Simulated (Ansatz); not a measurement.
## Al3GaO6: rattling a relaxed structure

The cell was found from a structure generator's guess, not taken from experiment.

All numbers below come from Ansatz 0.2.0, DFT PBE, scalar-relativistic, plane waves, PAW. Plane waves to 420 eV, a k mesh through Γ of 6×6×6 on the computed 10-atom cell and Gaussian smearing (0.02 eV); no spin polarisation.

The cell below (10 atoms, space group R3 (No. 146)) is relaxed within its symmetry.

```cif
data_structure
_symmetry_space_group_name_H-M 'P 1'
_symmetry_Int_Tables_number 1
_cell_length_a 5.2344
_cell_length_b 5.2344
_cell_length_c 5.2344
_cell_angle_alpha 55.459
_cell_angle_beta 55.459
_cell_angle_gamma 55.459
_cell_volume 90.72
loop_
_atom_site_label
_atom_site_type_symbol
_atom_site_fract_x
_atom_site_fract_y
_atom_site_fract_z
_atom_site_occupancy
Al1 Al 0.14797 0.14797 0.14797 1
Al2 Al 0.35354 0.35354 0.35354 1
Al3 Al 0.84898 0.84898 0.84898 1
Ga1 Ga 0.64141 0.64141 0.64141 1
O1 O 0.23425 0.55714 0.95815 1
O2 O 0.55714 0.95815 0.23425 1
O3 O 0.95815 0.23425 0.55714 1
O4 O 0.74862 0.44356 0.06637 1
O5 O 0.44356 0.06637 0.74862 1
O6 O 0.06637 0.74862 0.44356 1
```

For the test it was strained at random (σ = 1.5 % a component), the atoms were moved at random (σ = 0.05 Å), and all was relaxed again on a coarse 4×4×4 mesh (in the run’s order of axes) with 0.10 eV smearing, with no symmetry imposed.

Problem. Is the structure stable against such a distortion?

Solution. It returns, within 1 meV/atom of the unmoved cell on that mesh and with the same symmetry when read at 0.1 Å. So it is stable against the distortions that fit this cell and that this random move excites. Modes that don't fit the cell aren't tested.
